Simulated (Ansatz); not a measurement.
This cell of SrHfO$_{3}$ (cubic perovskite) is off equilibrium:

```yaml
crystal:
  lattice:
    - [4.10580, 0.00000, 0.00000]
    - [0.00000, 4.10580, 0.00000]
    - [0.00000, 0.00000, 4.27004]
  atoms:
    - { symbol: Sr, position: [0.50000, 0.50000, 0.50000] }
    - { symbol: Hf, position: [0.00000, 0.00000, 0.00000] }
    - { symbol: O, position: [0.00000, 0.50000, 0.00000] }
    - { symbol: O, position: [0.50000, 0.00000, 0.00000] }
    - { symbol: O, position: [0.00000, 0.00000, 0.50000] }
```

Computed with PBEsol (plane waves to 420 eV, PAW, scalar-relativistic; Ansatz, a quantum-chemistry and plane-wave program). k mesh 8×8×8 (Γ-centred), Fermi-Dirac smearing 0.05 eV. The energy includes the smearing's −TS. Stress and pressure are positive under compression. Spin-orbit coupling is left out, though Hf is heavy. SrHfO3 is run without spin polarisation. SrHfO3 was relaxed with its symmetry unable to fall.

**Question.** Give the stress tensor in GPa and the pressure.

**Answer.** 
```
   -2.7      0.0      0.0
    0.0     -2.7      0.0
    0.0      0.0    -11.8
```
The pressure, a third of the trace, is -5.7 GPa.

**Question.** It is the relaxed cell deformed to V/V₀ = 1.040, (c/a)/(c/a)₀ = 1.040, c along z, fractional positions held. What is its energy relative to the relaxed cell?

**Answer.** 21.8 meV/atom.

(Under strain, the slope of the energy per volume gives the stress and its curvature an elastic modulus.)
